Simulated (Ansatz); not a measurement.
**ScPd$_{3}$ from its elements: all-electron against pseudopotential results**

```xyz
4
Lattice="3.9025 0.0000 0.0000 0.0000 3.9025 0.0000 0.0000 0.0000 3.9025" Properties=species:S:1:pos:R:3 pbc="T T T"
Sc    0.0000    0.0000    0.0000
Pd    0.0000    1.9512    1.9512
Pd    1.9512    0.0000    1.9512
Pd    1.9512    1.9512    0.0000
```

The cell comes from a relaxation on PAW files under the same functional, begun from a database entry that needn't be the ground state.

All numbers are LDA results (scalar-relativistic) from Ansatz 0.2.0, with a Γ-centred 9×9×9 k mesh, Fermi–Dirac smearing of 0.05 eV, no spin polarisation. Methods: LAPW: all electrons, basis error target 0.5 meV/atom; PAW: frozen-core files, cutoff 420 eV; crystal datasets: all electrons, by PAW datasets that the program makes for each cell.

The elements are taken as Pd fcc, Sc hcp, each relaxed on PAW files under the same functional and computed by the same method as the compound; zero-point and thermal terms are left out.

The PAW files were made under PBE.

Q: What is the formation energy by LAPW, and how far do the other methods lie from it?

A: -0.898 eV/atom; PAW +0.4 meV/atom; crystal datasets 0.0 meV/atom. The compound is bound against these elements; other compounds of the system weren't compared.

Q: Give the LAPW value for one formula unit in kJ/mol.

A: -0.898 eV/atom × 4 atoms × 96.485 kJ/(mol·eV) = -346.6 kJ/mol, at zero temperature and without zero-point motion.
